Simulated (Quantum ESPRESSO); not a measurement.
# Hf6ZrRh: a guest atom moved from site to site

Computed values, not a measurement. The program is pw.x of Quantum ESPRESSO 7.5 (plane-wave density functional theory). The cell is made up: eight metal atoms on a face-centred cubic lattice, with elements, volume, strain and displacements drawn at random and not relaxed, so it may be unstable or far from any real phase. PseudoDojo standard norm-conserving files set the functional (PBE unless stated); there is no spin polarisation or spin-orbit coupling, the Fermi-Dirac width of 0.25 eV means electrons at about 2900 K, and the masses in the input are unused placeholders. Heavy elements are run without spin-orbit coupling, which real alloys of them have. A spin test at this wide smearing found no moment, but such smearing suppresses magnetism that the real alloy may have.

The runs move one Rh atom among sites that otherwise hold Hf. Cell, positions, cutoff, mesh and smearing stay as in the input of run 1; sites are counted in its order. Stress in the tables is positive in tension.

Input of run 1:

```
&control calculation='scf', pseudo_dir='./dojo.nc.sr.pbe.v0_5.standard.upf', outdir='./o', disk_io='minimal', tprnfor=.true., tstress=.true. /
&system ibrav=0, nat=8, ntyp=3, nbnd=69, ecutwfc=87.97787729, nosym=.true., tot_charge=0,
 occupations='smearing', smearing='fd', degauss=0.0183746611
/
&electrons conv_thr=1.470e-08, electron_maxstep=70, mixing_beta=0.5 /
ATOMIC_SPECIES
Hf 1.0 Hf.upf
Rh 1.0 Rh.upf
Zr 1.0 Zr.upf
CELL_PARAMETERS angstrom
-0.0612 4.3973 -0.0716
-4.2839 0.1328 -4.1647
-4.4375 -0.0103 4.3182
ATOMIC_POSITIONS angstrom
Hf -0.008 0.0377 0.0269
Zr -2.3021 -0.0219 2.2302
Hf -2.1261 0.0229 -2.0491
Rh -4.3262 0.1136 0.1345
Hf -2.2713 2.2234 0.0724
Hf -4.403 2.2277 2.1514
Hf -4.3367 2.248 -2.108
Hf -6.563 2.2853 0.1173
K_POINTS automatic
5 4 4 1 1 1
```

```
run  elements on sites 1 to 8  free energy less that of run 1 (eV)  -TS (eV)  pressure (GPa)  stress xx (GPa)  stress yy (GPa)  stress zz (GPa)  stress yz (GPa)  stress xz (GPa)  stress xy (GPa)  iterations
  1   Hf Zr Hf Rh Hf Hf Hf Hf                                0.000    -2.037            6.99            -7.15            -5.97            -7.85            -2.14            -2.02            -1.40          18
  2   Hf Zr Hf Hf Rh Hf Hf Hf                               -0.017    -2.000            6.96            -6.61            -6.56            -7.70            -2.35            -1.81            -1.42          18
  3   Hf Zr Hf Hf Hf Hf Rh Hf                               -0.008    -1.957            7.22            -7.68            -7.14            -6.84            -2.12            -1.85            -1.59          17
  4   Hf Zr Hf Hf Hf Hf Hf Rh                               -0.010    -1.988            7.06            -7.47            -6.63            -7.08            -1.99            -1.71            -1.61          18
```

Forces Fx Fy Fz (eV/Å):

| site | run 1 | run 2 | run 3 | run 4 |
| --- | --- | --- | --- | --- |
| 1 | -0.19 -0.42 0.10 | -0.42 -0.49 0.17 | -0.36 -0.06 0.84 | -0.12 -0.24 0.05 |
| 2 | 0.72 0.08 -0.23 | 0.98 -0.13 -0.36 | 0.96 0.15 0.02 | 1.01 0.16 0.55 |
| 3 | -0.06 0.29 -0.06 | -0.05 0.31 0.27 | -0.19 0.11 -0.02 | -0.10 -0.01 -0.42 |
| 4 | -0.03 -0.11 -0.18 | -0.07 -0.35 -0.68 | -0.64 -0.60 -0.98 | -0.68 -0.66 -0.84 |
| 5 | 0.17 -0.12 -0.61 | 0.10 0.01 -0.25 | 0.63 0.16 -0.49 | 0.54 0.14 -0.51 |
| 6 | -0.77 -0.22 0.22 | -0.28 0.12 0.41 | -0.62 0.11 0.69 | -0.79 0.12 0.65 |
| 7 | -0.13 0.45 0.84 | -0.30 0.54 0.45 | 0.13 0.09 -0.01 | 0.15 0.48 0.35 |
| 8 | 0.28 0.05 -0.09 | 0.04 -0.02 -0.02 | 0.09 0.04 -0.04 | -0.01 0.02 0.17 |

The sites are displaced and not relaxed, so the energy differences mix bonding between neighbours with strain and are not ordering energies. A rerun of one cell of this series at a higher cutoff and on a denser mesh moved values by no more than 0.012 eV in energy, 0.09 GPa in stress and 0.008 eV/Å in force, and a second program with other atomic files agreed on that cell to 2 % rms in force and 0.5 GPa in pressure.